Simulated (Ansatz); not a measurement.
Data:

BaN:
```
CELL_PARAMETERS angstrom
      0.00000     3.02923     3.02923
      3.02923     0.00000     3.02923
      3.02923     3.02923     0.00000
ATOMIC_POSITIONS crystal
  Ba 0.00000 0.00000 0.00000
  N  0.75000 0.75000 0.75000
```

This is the PBE-relaxed structure.

Q: All from the program Ansatz at the PBE level (PAW), unless another level is named. Estimate the electronic character.

A: metallic (no gap).

Q: Next, the density of states at the Fermi level?

A: 1.8 states/eV per atom (mean over ±0.08 eV).

Q: Predict the gap with spin–orbit coupling.

A: none (metallic).

Space group F-43m (zinc blende). The start of the workflow was typed in or built on a structure type; neither database checked (COD, Materials Project) lists it. Its standing as an ambient phase is unchecked. The PBE relaxation kept the symmetry of its start; its stability against distortions is not shown here. Its formation energy is positive at this level, so the cell may be metastable or incomplete. With an odd number of electrons in the cell and no spin polarisation, the count alone makes it a metal. Scalar-relativistic: spin–orbit coupling is off unless named, which matters more the heavier the elements.

Potentials: the earlier of the program's two PAW sets.
